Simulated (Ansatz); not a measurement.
Given:

YIn:
Space group Pm-3m (No. 221); a = b = c = 3.756 Å, α = β = γ = 90.00°

```json
[
 {"atom": "Y", "site": "1b", "symmetry": "m-3m", "x": "0.5000", "y": "0.5000", "z": "0.5000"},
 {"atom": "In", "site": "1a", "symmetry": "m-3m", "x": "0.0000", "y": "0.0000", "z": "0.0000"}
]
```

This is the r²SCAN-relaxed structure.

**Question.** All from r²SCAN (plane waves, PAW; program Ansatz), unless another level is named. Give the formation energy from the elements (no fitted shifts).

**Answer.** -0.62 eV/atom.

**Question.** Give the density of states at the Fermi level.

**Answer.** 0.43 states/eV per atom (mean over ±0.08 eV).

The workflow started from a Materials Project entry (that database holds measured and hypothetical structures alike); the Crystallography Open Database files this formula in space group No. 221, but the cells were not matched. Its standing as an ambient phase is unchecked. The cell was relaxed with r²SCAN under the symmetry of its start; its stability against distortions is not shown here. The run is not spin-polarised. The references are the lowest solids computed at this level, not always the standard phases. Spin–orbit coupling is left out wherever it is not named.

Potentials: the earlier of the program's two PAW sets.
